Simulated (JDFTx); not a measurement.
Unstrained cell:

Au(111) slab cut from bulk Au (space group Fm-3m, indices of the conventional cell, lattice of the Materials Project entry mp-81, not re-optimised): 4 atoms in 4 planes, a 1x1 cell of 7.53 Å² (|a| = 2.950, |b| = 2.950 Å), 7.2 Å between the outermost planes, cell height 23.2 Å, 8×8×1 k mesh, Fermi smearing 0.01 Ha, no spin polarisation.

All numbers are PBE, GBRV ultrasoft potentials, plane waves to 20/100 Ha results from JDFTx (a modified build), not measurements. The in-plane lattice is scaled by the biaxial strain ε at a fixed k mesh and cell height, and all atoms off the mid-plane are relaxed in vacuum within the cell's symmetry. Zero strain is the lattice given, not this level's minimum.

```csv
ε (%),work function (eV)
-3,5.34
-1.5,5.28
0,5.24
1.5,withheld
3,5.15
```

Question: Fit W = sε + W₀ to the other rows by least squares, predict the withheld value, and compare with the run.

Answer: The fit gives s (eV/%) = -0.0310, W₀ (eV) = 5.24, with a root-mean-square miss of 0.005 eV on its own rows. It predicts 5.19 eV; the run gives 5.20 eV, a miss of 0.01 eV.
